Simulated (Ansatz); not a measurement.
The relaxed structure here is a generated cell of VSi2: the first start was made by placing the elements on the sites of a structure type, and the end was not matched to a known phase here, so it may be hypothetical.

One starting cell of VSi$_{2}$ (a generated trial cell of VSi2 in the Al2Cu structure type) was relaxed twice with Ansatz (plane waves, PAW, scalar-relativistic): with r2SCAN at 500 eV and with PBE at 420 eV. The r2SCAN result:

```cif
data_Si4V2
_chemical_formula_sum 'Si4 V2'
_space_group_name_H-M_alt 'P 1'
_space_group_IT_number 1
_cell_length_a 4.84400
_cell_length_b 4.84400
_cell_length_c 4.84400
_cell_angle_alpha 104.070
_cell_angle_beta 104.070
_cell_angle_gamma 120.915
loop_
_space_group_symop_operation_xyz
  'x, y, z'
loop_
_atom_site_label
_atom_site_type_symbol
_atom_site_fract_x
_atom_site_fract_y
_atom_site_fract_z
_atom_site_occupancy
Si1 Si 0.65523 0.15523 0.81046 1
Si2 Si 0.84477 0.65523 0.50000 1
Si3 Si 0.15523 0.34477 0.50000 1
Si4 Si 0.34477 0.84477 0.18954 1
V1 V 0.25000 0.25000 0.00000 1
V2 V 0.75000 0.75000 0.00000 1
```

| quantity | r2SCAN | PBE |
|---|---|---|
| space group | I4/mcm | I4/mcm |
| volume (Å³/atom) | 14.14 | [?] |
| a (Å) | 5.960 | [?] |
| c (Å) | 4.777 | [?] |
| gap (eV, no spin-orbit coupling) | 0.00 | [?] |

Q: Fill in the PBE column.

A: 
- volume (Å³/atom), PBE: 14.32
- a (Å), PBE: 5.968
- c (Å), PBE: 4.824
- gap (eV, no spin-orbit coupling), PBE: 0.00

Both levels end in the same structure; PBE's volume is 1.3 % larger. Neither column is exact.

No spin polarisation in the result.

The run could not lose the symmetry of its start: the end is stationary, and may be a saddle point rather than a minimum.

Ansatz is a first-principles code.
